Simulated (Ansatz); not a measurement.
GaN (wurtzite)

```
CELL_PARAMETERS angstrom
      3.21838     0.00000     0.00000
     -1.60919     2.78720     0.00000
      0.00000     0.00000     5.24320
ATOMIC_POSITIONS crystal
  Ga 0.66667 0.33333 0.00096
  Ga 0.33333 0.66667 0.50096
  N  0.66667 0.33333 0.62424
  N  0.33333 0.66667 0.12424
```

Grid over V/V₀ and (c/a)/(c/a)₀, subscript 0 meaning the relaxed cell; the conventional c axis lies along z; no internal relaxation.

The numbers are results of PBE (plane waves to 420 eV, PAW, scalar-relativistic; Ansatz, a first-principles code), not measurements. k mesh 12×12×6 (Γ-centred), Fermi-Dirac smearing 0.05 eV. Stress and pressure are positive under compression. As the atoms are clamped, bonds stretch with the cell, which overstates energies and stresses. GaN was relaxed with its symmetry unable to fall.

At one point of the scan the stress tensor (GPa) is:

```
    0.3      0.0      0.0
    0.0      0.3      0.0
    0.0      0.0    -16.6
```

Problem. Which point is it?
A) V/V₀ = 1.040, (c/a)/(c/a)₀ = 1.000
B) V/V₀ = 1.020, (c/a)/(c/a)₀ = 1.120
C) V/V₀ = 1.040, (c/a)/(c/a)₀ = 1.060
D) V/V₀ = 1.000, (c/a)/(c/a)₀ = 1.120

Solution. C, V/V₀ = 1.040, (c/a)/(c/a)₀ = 1.060

(A scan under strain: stresses follow from slopes of the energy per volume, elastic moduli from its curvatures.)
